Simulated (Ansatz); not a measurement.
**Sensitivity of the gradients in CdPtC6N6 to the input**

Cell: a COD entry, its atoms then relaxed with PBE in this cell.

Space group Fm-3m (No. 225); a = 10.9461 Å.

| site | Wyckoff | site symmetry | x | y | z |
| --- | --- | --- | --- | --- | --- |
| Cd | 4b | m-3m | 0.5000 | 0.5000 | 0.5000 |
| Pt | 4a | m-3m | 0.0000 | 0.0000 | 0.0000 |
| C | 24e | 4m.m | 0.5000 | 0.8167 | 0.5000 |
| N | 24e | 4m.m | 0.5000 | 0.7110 | 0.5000 |

One atom of each set is listed; the run and its k-mesh use a cell of 14 atoms with edges of 7.74, 7.74, 7.74 Å.

Reference run. All values are calculated (Ansatz; DFT, PBE, plane waves and PAW, scalar-relativistic, 420 eV cutoff, Γ-centred 5×5×5 k-points, Fermi–Dirac smearing 0.05 eV), not measured.

**Question.** The input is changed as follows: `hamiltonian.hubbard`: not typed → {sites: [{species: Pt, l: d, u_eff: 4.0}], double_counting: fll}; `scf.occupations.method`: fermi_dirac → methfessel_paxton; `scf.occupations.width`: 0.05 → 0.1. What happens to V_zz (10²¹ V/m²) and η?

**Answer.** 

```csv
site,V_zz reference,η reference,V_zz changed,η changed
C,-3.81,0.00,-3.87,0.00
N,-5.87,0.00,-5.92,0.00
```

The largest change of V_zz is on C, from -3.81 to -3.87. In per cent, |V_zz| changes by +1 on C, +1 on N (all sites that start above 0.5). Sites without a gradient aren't listed. The gap of 5.4 eV is far wider than the smearing, so the levels stay full or empty whatever the smearing's form; with a small gap this would fail. At these positions, which the reference run relaxed to, the changed run has forces up to 0.3 eV/Å, so its atoms aren't at their own equilibrium.

On the reference run: Without spin–orbit coupling the gradients at and beside Pt can be off by some per cent, at some sites by more. The database entry as given showed forces above 3 eV/Å or a pressure above 30 GPa, though relaxing it moves no atom far.
